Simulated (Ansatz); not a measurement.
Zr (hcp, Mg type)

```cif
data_Zr2
_chemical_formula_sum 'Zr2'
_space_group_name_H-M_alt 'P63/mmc'
_space_group_IT_number 194
_space_group_name_Hall '-P 6c 2c'
_cell_length_a 3.24602
_cell_length_b 3.24602
_cell_length_c 5.15071
_cell_angle_alpha 90.000
_cell_angle_beta 90.000
_cell_angle_gamma 120.000
loop_
_atom_site_label
_atom_site_type_symbol
_atom_site_symmetry_multiplicity
_atom_site_Wyckoff_symbol
_atom_site_fract_x
_atom_site_fract_y
_atom_site_fract_z
_atom_site_occupancy
Zr1 Zr 2 d 0.66667 0.33333 0.25000 1
```

E(V) scan at fixed shape, V₀ the volume above. Symmetry pins the atoms to their sites.

Calculation: r2SCAN (plane waves to 500 eV, PAW, scalar-relativistic; Ansatz, a first-principles code). k mesh 16×16×9 (Γ-centred), Fermi-Dirac smearing 0.05 eV. E stands for the smeared free energy. With the shape held, the modulus is that of even scaling; a crystal free to change shape is softer. Zr is run without spin polarisation. Zr was relaxed with its symmetry unable to fall. The zero of ΔE is the relaxed starting cell. The last digit holds for this mesh only.

```json
[
 {"V (Å³/atom)": "21.150", "ΔE (meV/atom)": "81.2"},
 {"V (Å³/atom)": "21.738", "ΔE (meV/atom)": "44.0"},
 {"V (Å³/atom)": "22.325", "ΔE (meV/atom)": "18.9"},
 {"V (Å³/atom)": "22.913", "ΔE (meV/atom)": "4.5"},
 {"V (Å³/atom)": "23.500", "ΔE (meV/atom)": "0.0"},
 {"V (Å³/atom)": "24.088", "ΔE (meV/atom)": "4.2"},
 {"V (Å³/atom)": "24.675", "ΔE (meV/atom)": "16.4"},
 {"V (Å³/atom)": "25.263", "ΔE (meV/atom)": "35.6"},
 {"V (Å³/atom)": "25.850", "ΔE (meV/atom)": "61.1"}
]
```

**Question.** What is the fitted pressure derivative B₀′?

**Answer.** 3.2.

**Question.** What bulk modulus at fixed cell shape B₀ follows from a third-order Birch-Murnaghan fit?

**Answer.** 95.6 GPa. Check by three points about V = 23.500 Å³/atom, step 1.175: d²E/dV² ≈ (19 − 2·0 + 16) meV / 1.175² = 0.0254 eV/Å⁶, and V·d²E/dV² × 160.2 = 95.4 GPa.

(Under strain, the slope of the energy per volume gives the stress and its curvature an elastic modulus.)
